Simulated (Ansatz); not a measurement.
CdS with Sn replacing Cd: do the settings matter for the field gradients?

Cell: a supercell of CdS (wurtzite type, P6_3mc) built from a COD entry, with all atoms left at the host's positions.

```yaml
crystal:
  lattice:
    - [8.30000, 0.00000, 0.00000]
    - [-6.22500, 10.78202, 0.00000]
    - [0.00000, 0.00000, 13.47400]
  atoms:
    - { symbol: Sn, position: [0.16667, 0.22222, 0.00000] }
    - { symbol: Cd, position: [0.16667, 0.22222, 0.50000] }
    - { symbol: Cd, position: [0.16667, 0.55556, 0.00000] }
    - { symbol: Cd, position: [0.16667, 0.55556, 0.50000] }
    - { symbol: Cd, position: [0.16667, 0.88889, 0.00000] }
    - { symbol: Cd, position: [0.16667, 0.88889, 0.50000] }
    - { symbol: Cd, position: [0.66667, 0.22222, 0.00000] }
    - { symbol: Cd, position: [0.66667, 0.22222, 0.50000] }
    - { symbol: Cd, position: [0.66667, 0.55556, 0.00000] }
    - { symbol: Cd, position: [0.66667, 0.55556, 0.50000] }
    - { symbol: Cd, position: [0.66667, 0.88889, 0.00000] }
    - { symbol: Cd, position: [0.66667, 0.88889, 0.50000] }
    - { symbol: Cd, position: [0.33333, 0.11111, 0.25000] }
    - { symbol: Cd, position: [0.33333, 0.11111, 0.75000] }
    - { symbol: Cd, position: [0.33333, 0.44444, 0.25000] }
    - { symbol: Cd, position: [0.33333, 0.44444, 0.75000] }
    - { symbol: Cd, position: [0.33333, 0.77778, 0.25000] }
    - { symbol: Cd, position: [0.33333, 0.77778, 0.75000] }
    - { symbol: Cd, position: [0.83333, 0.11111, 0.25000] }
    - { symbol: Cd, position: [0.83333, 0.11111, 0.75000] }
    - { symbol: Cd, position: [0.83333, 0.44444, 0.25000] }
    - { symbol: Cd, position: [0.83333, 0.44444, 0.75000] }
    - { symbol: Cd, position: [0.83333, 0.77778, 0.25000] }
    - { symbol: Cd, position: [0.83333, 0.77778, 0.75000] }
    - { symbol: S, position: [0.16667, 0.22222, 0.18750] }
    - { symbol: S, position: [0.16667, 0.22222, 0.68750] }
    - { symbol: S, position: [0.16667, 0.55556, 0.18750] }
    - { symbol: S, position: [0.16667, 0.55556, 0.68750] }
    - { symbol: S, position: [0.16667, 0.88889, 0.18750] }
    - { symbol: S, position: [0.16667, 0.88889, 0.68750] }
    - { symbol: S, position: [0.66667, 0.22222, 0.18750] }
    - { symbol: S, position: [0.66667, 0.22222, 0.68750] }
    - { symbol: S, position: [0.66667, 0.55556, 0.18750] }
    - { symbol: S, position: [0.66667, 0.55556, 0.68750] }
    - { symbol: S, position: [0.66667, 0.88889, 0.18750] }
    - { symbol: S, position: [0.66667, 0.88889, 0.68750] }
    - { symbol: S, position: [0.33333, 0.11111, 0.43750] }
    - { symbol: S, position: [0.33333, 0.11111, 0.93750] }
    - { symbol: S, position: [0.33333, 0.44444, 0.43750] }
    - { symbol: S, position: [0.33333, 0.44444, 0.93750] }
    - { symbol: S, position: [0.33333, 0.77778, 0.43750] }
    - { symbol: S, position: [0.33333, 0.77778, 0.93750] }
    - { symbol: S, position: [0.83333, 0.11111, 0.43750] }
    - { symbol: S, position: [0.83333, 0.11111, 0.93750] }
    - { symbol: S, position: [0.83333, 0.44444, 0.43750] }
    - { symbol: S, position: [0.83333, 0.44444, 0.93750] }
    - { symbol: S, position: [0.83333, 0.77778, 0.43750] }
    - { symbol: S, position: [0.83333, 0.77778, 0.93750] }
```

Atoms are numbered from 1 in the order listed; like atoms form one site, named after its first atom.

Reference run. All values are calculated (Ansatz; DFT, PBE, plane waves and PAW, scalar-relativistic, 420 eV cutoff, Γ-centred 3×2×2 k-points, Fermi–Dirac smearing 0.01 eV), not measured.

(1) The input is changed as follows: `kpoints.mp_grid.grid`: [3, 2, 2] → [2, 2, 2]. What happens to V_zz (10²¹ V/m²) and η?

Results:

(1) 

```
site  atom  V_zz reference  η reference  V_zz changed  η changed
  Sn     1           -0.25         0.61         -0.54       0.37
 Cd6     6           -0.35         0.06         -0.29       0.84
Cd16    16            0.53         0.24          0.66       0.10
Cd24    24           -0.28         0.05         -0.21       1.00
 S25    25            0.26         0.14          0.45       0.41
 S30    30            0.16         0.93         -0.35       0.46
 S33    33            0.19         0.73         -0.32       0.92
 S36    36            0.17         0.68         -0.34       0.57
 S38    38           -0.19         0.59          0.14       0.21
 S40    40           -0.16         0.61         -0.18       0.89
 S44    44           -0.22         0.36          0.11       0.36
 S45    45            0.23         0.43         -0.36       0.80
 S47    47            0.24         0.21          0.33       0.73
```

The largest change of V_zz along a kept axis is on S38, from -0.19 to 0.14. Where |V_zz| stays above 0.1 and the axes keep their order, η moves most on Cd24, from 0.05 to 1.00. On Cd16, S25, Sn, S47, S38 V_xx and V_yy change places (or their axes turn by over 50°), so the two values of η hide a larger change. V_zz changes sign on S44 (axis turned by 36°), S38 (axis turned by 23°). On S45, S33, S36, S30, S40, Cd8, Cd2, Cd22 and 5 more sites (not all in the table) the largest principal value lies along another axis in the second run, so the two V_zz can't be compared directly. The table leaves out 35 of the 48 sites, with |V_zz| up to 1.25; their tensors move by 0.22 at most along any direction. The statements above cover all sites. SCF iterations: 9 and 12. In the changed run the k-mesh is coarser than the standard one, so its values aren't converged ones.

On the reference run: The run isn't spin-polarised, and a state with spin may lie lower. The defect repeats with the cell of 48 atoms, so it feels its images: sites between two images don't show the values beside a lone defect, and zeros or small values of η there can come from the images' arrangement. Cd and S carry a gradient in the pure host already, so the values there aren't the defect's effect alone. The defect cell has no gap above 0.1 eV on its mesh, so the values can hang on the smearing and the k-mesh. Without spin–orbit coupling (the program notes it for Cd and Sn) the gradients can shift somewhat, as the gap is small. The neighbours have not yet relaxed around the defect (largest force 1.3 eV/Å), so a real crystal will differ.
